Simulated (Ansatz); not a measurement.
InMo2N in space group P6_3/mmc (No. 194; In on 2d, Mo on 4f, N on 2a), PBEsol (plane waves, PAW; program Ansatz), all energies at zero smearing, with the estimated change up to a 700 eV cutoff added, with one set of potentials and settings (totals compare only within such a set). Cell of 8 atoms (2 In, 4 Mo, 2 N): -31398.968 eV.

| element | reference phase | E (eV/atom) |
|---|---|---|
| In | I4/mmm, 1 atoms in the cell | -5525.4724 |
| Mo | Im-3m, 1 atoms in the cell | -4897.5018 |
| N | Pa-3, 8 atoms in the cell | -378.4910 |

Formation energy per atom, worked out: (-31398.968 − 2×(-5525.4724) − 4×(-4897.5018) − 2×(-378.4910))/8 = -0.129 eV/atom (-12 kJ per mol of atoms), at 0 K, without zero-point energy or fitted corrections.

The start of the workflow was typed in or built on a structure type; neither database checked (COD, Materials Project) lists it. Whether it is the stable phase at ambient conditions was not checked. Symmetry was held in the PBEsol relaxation. At this level the phase is mechanically unstable. The workflow began spin-polarised and lost its moments. The references are the lowest solids computed at this level, not always the standard phases (solids in place of the gases).

Potentials: the earlier of the program's two PAW sets. The files were generated under PBE; for other functionals the program regenerates the frozen cores, and for LDA and PBEsol the local potential too.
